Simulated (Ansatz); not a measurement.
## Relaxing a structure of Mn

The relaxed structure here is a generated cell of Mn: the first start was made by a random draw of sites in a space group, and the end was not matched to a known phase here, so it may be hypothetical.

The start is a randomly generated symmetric cell of Mn (space group No. 191). The structure is fully relaxed (lattice and positions, P = 0) with PBE (plane waves to 420 eV, PAW, scalar-relativistic; Ansatz, a quantum-chemistry and plane-wave program). The first steps use a coarse 9×9×10 k-mesh.

Starting cell:
```
CELL_PARAMETERS angstrom
      4.40120     0.00000     0.00000
     -2.20060     3.81155     0.00000
      0.00000     0.00000     3.25835
ATOMIC_POSITIONS crystal
  Mn 0.50000 0.00000 0.50000
  Mn 0.00000 0.50000 0.50000
  Mn 0.50000 0.50000 0.50000
  Mn 0.00000 0.00000 0.00000
```
Spin-polarised start, with parallel moments on Mn.

What pressure does the first self-consistent step give?

-4.2 GPa (negative: the cell is under tension).

How much energy is released per atom?

0.53 eV/atom.

How does the volume per atom move from start to end?

-16.4 %, from 13.67 to 11.42 Å³/atom.

How do the shortest distances between atoms change?

The closest pairs of elements (up to four, under 3.6 Å), start → end: Mn–Mn 2.20 → 2.34 Å.

Is the relaxed structure metallic? Give its gap.

Zero (metallic).

What magnetic moments remain?

Net 0.40 μB/atom, ferrimagnetic.

Give the final cell and atomic positions.


```cif
data_Mn4
_chemical_formula_sum 'Mn4'
_space_group_name_H-M_alt 'P6/mmm'
_space_group_IT_number 191
_space_group_name_Hall '-P 6 2'
_cell_length_a 4.67933
_cell_length_b 4.67933
_cell_length_c 2.40902
_cell_angle_alpha 90.000
_cell_angle_beta 90.000
_cell_angle_gamma 120.000
loop_
_atom_site_label
_atom_site_type_symbol
_atom_site_symmetry_multiplicity
_atom_site_Wyckoff_symbol
_atom_site_fract_x
_atom_site_fract_y
_atom_site_fract_z
_atom_site_occupancy
Mn1 Mn 3 g 0.50000 0.50000 0.50000 1
Mn2 Mn 1 a 0.00000 0.00000 0.00000 1
```

The space group stays P6/mmm (No. 191) (the run could not lower it), with 4 atoms in the primitive magnetic cell. Final values are on a 12×12×19 k-mesh of the relaxed cell. Spin state reached: ferrimagnetic (net 0.40 μB/atom), from parallel starting moments; other spin orders were not run from this start.

The run could not lose the symmetry of its start, so the end can be a saddle point.

All atoms sit on sites fixed by symmetry, so only the cell could relax.
